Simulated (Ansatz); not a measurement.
Input:

TaO₂:
Space group P4₂/mnm (No. 136); a = b = 4.9143 Å, c = 2.8320 Å, α = β = γ = 90.00°

```csv
atom,site,symmetry,x,y,z
Ta,2b,m.mm,0.0000,0.0000,0.5000
O,4f,m.2m,0.2134,0.2134,0.0000
```

This is the LDA-relaxed structure.

Q: All from LDA in the plane-wave PAW code Ansatz, unless another level is named. Estimate the Young's modulus.

A: 295 GPa.

Q: And the highest zone-centre frequency?

A: 711 cm⁻¹.

Space group P4_2/mnm (rutile). The workflow started from a Materials Project entry (that database holds measured and hypothetical structures alike); the Crystallography Open Database copy checked does not list it. Its standing as an ambient phase is unchecked. The cell was relaxed with LDA under the symmetry of its start; its stability against distortions is not shown here. No spin polarisation was allowed. As this level gives no gap, phonon frequencies hold no LO–TO term and depend on the k-mesh and smearing (Fermi–Dirac, 0.1 eV here). On the denser mesh and wider smearing of the elastic run this cell carries a stress of 0.6 GPa. Scalar-relativistic: spin–orbit coupling is off unless named, which matters more the heavier the elements.

Potentials: the later of the program's two PAW sets.
